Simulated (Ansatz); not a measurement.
Relaxed candidate structures of TiTe$_{2}$:

A. C222₁ (No. 20), oS24; a = 7.0066 Å, b = 11.7447 Å, c = 11.8602 Å, α = β = γ = 90.00°; Te 4b (0.000, 0.225, 0.750); Te 4a (0.455, 0.000, 0.000); Te 8c (0.027, 0.158, 0.411); Ti 8c (0.107, 0.694, 0.056)

B. P4₂/mnm (No. 136), tP6, rutile type; a = b = 6.719 Å, c = 3.809 Å, α = β = γ = 90.00°; Ti 2a (0.000, 0.000, 0.000); Te 4f (0.298, 0.298, 0.000)

C. I4₁/amd, origin choice 1 (No. 141), tI12, anatase type; a = 5.509 Å, b = 5.509 Å, c = 11.268 Å, α = 90.00°, β = 90.00°, γ = 90.00°; Ti 4b (0.000, 0.000, 0.500); Te 8e (0.000, 0.000, 0.255)

Rank these by energy per atom (lowest first), as r2SCAN (plane waves to 500 eV, PAW, scalar-relativistic; Ansatz, a first-principles code) gives it.

B (reference), C (+0.09 eV/atom), A (+0.25 eV/atom)

Give each candidate's band gap.

No gap: B, C. A: 0.55 eV (no spin-orbit coupling).

The lowest structure calculated, P-3m1, hP3, CdI2 type, is not among these; it lies 0.13 eV/atom below the lowest of them. Probably no minimum, since a slightly shaken restart fell lower: P4₂/mnm, tP6, rutile type (by 0.03 eV/atom, to Pnnm). 1 run with a doubtful electronic state, a coarser numerical grid, an end not at rest or a source that can't be used is left out. 4 generated cells of layers, chains or molecules, poorly bound without dispersion, are left out. Each run could gain symmetry but not lose that of its start, so entries can be saddle points. All of these are generated cells (placed on structure types, drawn at random, substituted or restacked) that were not matched to a known phase here. Static energies at zero pressure. The runs use different k-meshes, so differences are rounded accordingly. No spin polarisation in the result. Spin-orbit coupling is missing; with elements this heavy it can move band edges by tenths of an eV or more. Gaps of cells over 8 atoms come from the SCF mesh and high-symmetry points alone.
